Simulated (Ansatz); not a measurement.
**Calculated coordination and ³³S quadrupole coupling for MgAlCrS4**

Cell: a Materials Project structure (computed, not necessarily an observed phase), atoms as given.

Space group Imma (No. 74); a = 7.2089, b = 7.2595, c = 10.2318 Å.

| site | Wyckoff | site symmetry | x | y | z |
| --- | --- | --- | --- | --- | --- |
| Mg | 4e | mm2 | 0.5000 | 0.7500 | 0.1260 |
| Al | 4c | .2/m. | 0.2500 | 0.2500 | 0.2500 |
| Cr | 4a | 2/m.. | 0.0000 | 0.5000 | 0.0000 |
| S7 | 8i | .m. | 0.2240 | 0.7500 | 0.9870 |
| S8 | 8h | m.. | 0.0000 | 0.0245 | 0.2374 |

One atom of each set is listed; the run and its k-mesh use a cell of 14 atoms with edges of 7.23, 7.23, 7.23 Å.

Computed with Ansatz: DFT, r2SCAN, plane waves and PAW, scalar-relativistic, collinear spin, 500 eV cutoff, Γ-centred 6×6×6 k-points, Fermi–Dirac smearing 0.02 eV. Start moments as typed (μB): 3 on each Cr, none on the rest.

Q(³³S) = -69.40 mb.

Q: Rank these S sites by |C_Q|, smallest first.
A. S7: 1 Al at 2.43 Å, 2 Cr at 2.43 Å, 1 Mg at 2.45 Å
B. S8: 1 Mg at 2.43 Å, 1 Cr at 2.44 Å, 2 Al at 2.44 Å

A: B (2.48 MHz, η = 0.81), A (2.76 MHz, η = 0.03).

Like point charges on the first shell alone (each adding as 1/d³) would put S8 above S7: the covalent part of each bond and the atoms beyond the first shell count as well.

The program didn't check the stability of this electronic state in full, so a lower one may lie near. All moments are parallel here, as the start or the cell imposes; many such compounds order antiparallel, where fields and spin densities carried over to other atoms largely cancel. The magnetic order is the one that the run reached from its start moments, not necessarily the measured one.
